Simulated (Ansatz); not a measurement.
Al:
```yaml
crystal:
  lattice:
    - [5.09997, 0.00000, 0.00000]
    - [0.00000, 5.09997, 0.00000]
    - [0.00000, 0.00000, 5.09997]
  atoms:
    - { symbol: Al, position: [0.00000, 0.00000, 0.00000] }
    - { symbol: Al, position: [0.50000, 0.50000, 0.50000] }
    - { symbol: Al, position: [0.25000, 0.00000, 0.50000] }
    - { symbol: Al, position: [0.75000, 0.00000, 0.50000] }
    - { symbol: Al, position: [0.50000, 0.25000, 0.00000] }
    - { symbol: Al, position: [0.50000, 0.75000, 0.00000] }
    - { symbol: Al, position: [0.00000, 0.50000, 0.25000] }
    - { symbol: Al, position: [0.00000, 0.50000, 0.75000] }
```

Relaxed with PBEsol. Special points in fractions of this cell's reciprocal vectors: Γ (0.000, 0.000, 0.000); X (0.000, 0.500, 0.000); M (0.500, 0.500, 0.000); R (0.500, 0.500, 0.500).

Q: List the band energies nearest the Fermi level at these points for plane-wave PAW PBEsol (Ansatz code).

A: In eV from the Fermi level; about four levels below and three above (degenerate sets whole), none deeper than 8.9 eV; points with the same levels are listed once.

| k | below | above |
|---|---|---|
| Γ | -1.13 -1.13 -0.73 -0.73 -0.73 | 0.18 0.18 0.18 |
| X | -4.11 -4.11 -3.93 -3.93 | 0.35 0.35 0.96 0.96 |
| M | -2.76 -2.76 -2.60 -2.06 | 2.17 2.31 2.42 2.42 |
| R | -6.95 -6.95 -6.95 -6.95 -6.95 -6.95 -6.92 -6.92 | 3.13 3.13 3.13 3.13 3.13 3.13 |

Space group Pm-3n (A15 (β-W type)). The start of the workflow was typed in or built on a structure type; neither database checked (COD, Materials Project) lists it. It is not the phase usual at ambient conditions (space group No. 225). The cell was relaxed with PBEsol under the symmetry of its start; its stability against distortions is not shown here.

Potentials: the later of the program's two PAW sets.
